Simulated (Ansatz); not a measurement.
A geometry of TaRu away from equilibrium: the start of the relaxation of a generated trial cell of TaRu in the AFLOW prototype AB_oC8_65_j_g (as in VIr). Calculation: PBEsol (plane waves to 420 eV, PAW, scalar-relativistic; Ansatz, a quantum-chemistry and plane-wave program). Γ-centred k-mesh 7×7×11 on the run's cell (coarser than for final values), Fermi–Dirac smearing 0.05 eV.

```xyz
4
Lattice="3.1085 -3.5171 0.0000 3.1085 3.5171 0.0000 0.0000 0.0000 2.9112" Properties=species:S:1:pos:R:3 pbc="T T T"
Ru     3.1085    -1.9696     1.4556
Ru     3.1085     1.9696     1.4556
Ta     1.7407     0.0000     0.0000
Ta     4.4762     0.0000     0.0000
```

**Question.** Give the Cartesian forces on all atoms (eV/Å).

**Answer.** 
```json
[
 {"atom": "Ru1", "Fx": "0.00", "Fy": "0.15", "Fz": "0.00"},
 {"atom": "Ru2", "Fx": "0.00", "Fy": "-0.15", "Fz": "0.00"},
 {"atom": "Ta3", "Fx": "-1.45", "Fy": "0.00", "Fz": "0.00"},
 {"atom": "Ta4", "Fx": "1.45", "Fy": "0.00", "Fz": "0.00"}
]
```

**Question.** What is the pressure?

**Answer.** -6.8 GPa, compression positive.

No spin polarisation in the result.

The run could not lose the symmetry of its start.

The first start was generated by placing the elements on the sites of a structure type. Materials Project lists a structure of TaRu in the same space group, Cmmm (No. 65); the sites were not compared with it, nor with measured phases.
